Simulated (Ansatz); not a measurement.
## Data sheet: Re (DFT)

Re:
```
CELL_PARAMETERS angstrom
      2.77758     0.00000     0.00000
     -1.38879     2.40546     0.00000
      0.00000     0.00000    13.42429
ATOMIC_POSITIONS crystal
  Re 0.00000 0.00000 0.66668
  Re 0.33333 0.66667 0.83319
  Re 0.00000 0.00000 0.00000
  Re 0.33333 0.66667 0.16681
  Re 0.00000 0.00000 0.33332
  Re 0.66667 0.33333 0.50000
```

Space group P-6m2 (No. 187); conventional cell a = 2.7776 Å, b = 2.7776 Å, c = 13.4243 Å, α = 90.00°, β = 90.00°, γ = 120.00°.

Method: PBE in the plane-wave PAW code Ansatz. Geometry: relaxed at this level of theory. Other levels are named where they apply.

### Cell and energy

Volume per atom: 14.95 Å³
Density: 20.68 g/cm³

### Electronic structure

- Electronic character = metallic (no gap)
- Density of states at the Fermi level = 0.72 states/eV per atom (mean over ±0.08 eV)
- Gap with spin–orbit coupling = none (metallic)

### Mechanics

Bulk modulus (Birch–Murnaghan fit): 3630 kbar
Pressure derivative B′: 4.4

The start of the workflow was typed in or built on a structure type; neither database checked (COD, Materials Project) lists it. It is not the phase usual at ambient conditions (space group No. 194). Symmetry was held in the PBE relaxation; its stability against distortions is not shown here. The run is not spin-polarised. Axis ratios of metals converge slowly with the k-mesh, so a and c are less sure than the volume. Scalar-relativistic: spin–orbit coupling is off unless named, which matters more the heavier the elements.

Potentials: the earlier of the program's two PAW sets.
